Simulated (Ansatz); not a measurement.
This Na3H structure is the end of a relaxation. The cell was found from a structure generator's guess, not taken from experiment.

Theory: DFT PBE, scalar-relativistic, plane waves, PAW in Ansatz. Cutoff 420 eV, Γ-centred mesh, Gaussian smearing, no spin polarisation.

```
Na H
1.0
     4.71974    0.00000    0.00000
     0.00000    4.71974    0.00000
     0.00000    0.00000    4.71974
Na H
3 1
Direct
  0.00000 0.50000 0.50000
  0.50000 0.00000 0.50000
  0.50000 0.50000 0.00000
  0.00000 0.00000 0.00000
```

Energies over the elements count from the elements' standard structures at the same level (H₂ as a molecule), with no fitted energy shifts.

(1) Find its symmetry and describe it.

(2) How far does it lie from the elements in energy?

(3) Is it a metal?

## Answers

(1) Pm-3m (No. 221), the Cu3Au (L1_2) type. Conventional cell: a = 4.720 Å. Na has 4 H at 3.34 Å and 8 Na at 3.34 Å; around H lie 12 Na at 3.34 Å (long contacts).

(2) +0.26 eV/atom. It can't be a ground state, since the elements alone are lower.

(3) Yes, bands cross the Fermi level on the 10×10×10 mesh.

The last run used a 10×10×10 mesh for its 4-atom cell and Gaussian smearing of 0.10 eV. With hydrogen, zero-point motion can shift formation energies by some tens of meV/atom. Symmetry constrained the relaxation, so the result can be a saddle point.
